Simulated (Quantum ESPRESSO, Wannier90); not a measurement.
## Bi₂Pd (I4/mmm): Wannier90 run

Structure: Materials Project mp-570197, symmetrised, not relaxed again. COD (Crystallography Open Database) has the formula in 2 space groups, this one among them (matched by group alone). Computed values, not measurements, from PBEsol: Quantum ESPRESSO (norm-conserving PseudoDojo potentials, cutoff 66 Ry, spinors with spin-orbit coupling) on a Γ-centred 6×6×6 mesh, then Wannier90. Density: 12×12×12 mesh, cold smearing 0.01 Ry.

On the energy scale of pw.x, whose zero is arbitrary, the Fermi level lies at 13.69 eV.

Input w.win:

```
num_bands = 2
num_wann = 2
exclude_bands = 1-2,5-74
spinors = true
num_iter = 1000
conv_tol = 1.0e-6
conv_window = 4
write_hr = true
write_u_matrices = true
auto_projections = true
begin unit_cell_cart
ang
    0.0000000000   -3.3866800000    0.0000000000
    3.3866800000    0.0000000000    0.0000000000
   -1.6933400000    1.6933400000    6.6234700000
end unit_cell_cart
begin atoms_frac
Bi  -0.3676800000 -0.3676800000  0.2646400000
Bi   0.3676800000  0.3676800000 -0.2646400000
Pd   0.0000000000  0.0000000000  0.0000000000
end atoms_frac
mp_grid = 6 6 6
begin kpoints
0.0000000000 0.0000000000 0.0000000000
0.0000000000 0.0000000000 0.1666666667
0.0000000000 0.0000000000 0.3333333333
... (213 more lines: the 6x6x6 mesh through Gamma)
end kpoints
```

Input of pw2wannier90.x that gives the overlap and projection files (equivalent; here they were cut from one run over all bands):

```
&inputpp
  outdir = './out'
  prefix = 'pwscf'
  seedname = 'w'
  write_amn = .true.
  write_mmn = .true.
  scdm_proj = .true.
  scdm_entanglement = 'isolated'
/
```

Output w.wout (banner and timings cut):

```
                                    ------
                                    SYSTEM
                                    ------

                              Lattice Vectors (Ang)
                    a_1     0.000000  -3.386680   0.000000
                    a_2     3.386680   0.000000   0.000000
                    a_3    -1.693340   1.693340   6.623470

                   Unit Cell Volume:      75.96856  (Ang^3)

                        Reciprocal-Space Vectors (Ang^-1)
                    b_1     0.000000  -1.855264   0.474312
                    b_2     1.855264   0.000000   0.474312
                    b_3    -0.000000   0.000000   0.948624

 *----------------------------------------------------------------------------*
 |   Site       Fractional Coordinate          Cartesian Coordinate (Ang)     |
 +----------------------------------------------------------------------------+
 | bi   1  -0.36768  -0.36768   0.26464   |   -1.69334   1.69334   1.75284    |
 | bi   2   0.36768   0.36768  -0.26464   |    1.69334  -1.69334  -1.75284    |
 | pd   1   0.00000   0.00000   0.00000   |    0.00000   0.00000   0.00000    |
 *----------------------------------------------------------------------------*
                                ------------
                                K-POINT GRID
                                ------------

             Grid size =  6 x  6 x  6      Total points =  216

 *---------------------------------- MAIN ------------------------------------*
 |  Number of Wannier Functions               :                 2             |
 |  Number of Objective Wannier Functions     :                 2             |
 |  Number of input Bloch states              :                 2             |
 |  Output verbosity (1=low, 5=high)          :                 1             |
 |  Timing Level (1=low, 5=high)              :                 1             |
 |  Optimisation (0=memory, 3=speed)          :                 3             |
 |  Length Unit                               :               Ang             |
 |  Post-processing setup (write *.nnkp)      :                 F             |
 |  Using Gamma-only branch of algorithms     :                 F             |
 *----------------------------------------------------------------------------*
 *------------------------------- WANNIERISE ---------------------------------*
 |  Total number of iterations                :              1000             |
 |  Number of CG steps before reset           :                 5             |
 |  Trial step length for line search         :             2.000             |
 |  Convergence tolerence                     :         0.100E-05             |
 |  Convergence window                        :                 4             |
 |  Iterations between writing output         :                 1             |
 |  Iterations between backing up to disk     :               100             |
 |  Write r^2_nm to file                      :                 F             |
 |  Write xyz WF centres to file              :                 F             |
 |  Write on-site energies <0n|H|0n> to file  :                 F             |
 |  Use guiding centre to control phases      :                 F             |
 |  Use phases for initial projections        :                 F             |
 *----------------------------------------------------------------------------*
 *-------------------------------- PLOTTING ----------------------------------*
 |  Plotting Hamiltonian in WF basis          :                 T             |
 *----------------------------------------------------------------------------*

       ... (k-mesh section left out)

 Starting a new Wannier90 calculation ...

 Reading overlaps from w.mmn

 Reading projections from w.amn

 *------------------------------- WANNIERISE ---------------------------------*
 +--------------------------------------------------------------------+<-- CONV
 | Iter  Delta Spread     RMS Gradient      Spread (Ang^2)            |<-- CONV
 +--------------------------------------------------------------------+<-- CONV

 ------------------------------------------------------------------------------
 Initial State
  WF centre and spread    1  ( -0.000000, -0.000000, -0.000000 )     0.33106252
  WF centre and spread    2  (  0.000000,  0.000000,  0.000000 )     0.33106463
  Sum of centres and spreads (  0.000000,  0.000000,  0.000000 )     0.66212715

      0     0.662E+00     0.0000000000        0.6621271538  <-- CONV
        O_D=      0.0000039 O_OD=      0.0000032 O_TOT=      0.6621272 <-- SPRD
 ------------------------------------------------------------------------------
      1    -0.270E-05     0.0012892401        0.6621244528  <-- CONV
        O_D=      0.0000022 O_OD=      0.0000022 O_TOT=      0.6621245 <-- SPRD
      2    -0.363E-05     0.0019589569        0.6621208231  <-- CONV
        O_D=      0.0000003 O_OD=      0.0000004 O_TOT=      0.6621208 <-- SPRD
      3    -0.635E-06     0.0010639416        0.6621201883  <-- CONV
        O_D=      0.0000001 O_OD=      0.0000001 O_TOT=      0.6621202 <-- SPRD
      4    -0.123E-06     0.0004667960        0.6621200651  <-- CONV
        O_D=      0.0000000 O_OD=      0.0000000 O_TOT=      0.6621201 <-- SPRD
      5    -0.149E-07     0.0001493945        0.6621200502  <-- CONV
        O_D=      0.0000000 O_OD=      0.0000000 O_TOT=      0.6621201 <-- SPRD
      6    -0.355E-08     0.0000728560        0.6621200466  <-- CONV
        O_D=      0.0000000 O_OD=      0.0000000 O_TOT=      0.6621200 <-- SPRD
             <<<     Delta < 1.000E-06  over  4 iterations     >>>
             <<< Wannierisation convergence criteria satisfied >>>
 Final State
  WF centre and spread    1  (  0.000000,  0.000000, -0.000000 )     0.33106002
  WF centre and spread    2  ( -0.000000, -0.000000,  0.000000 )     0.33106002
  Sum of centres and spreads (  0.000000,  0.000000,  0.000000 )     0.66212005

         Spreads (Ang^2)       Omega I      =     0.662120043
        ================       Omega D      =     0.000000001
                               Omega OD     =     0.000000002
    Final Spread (Ang^2)       Omega Total  =     0.662120047
```
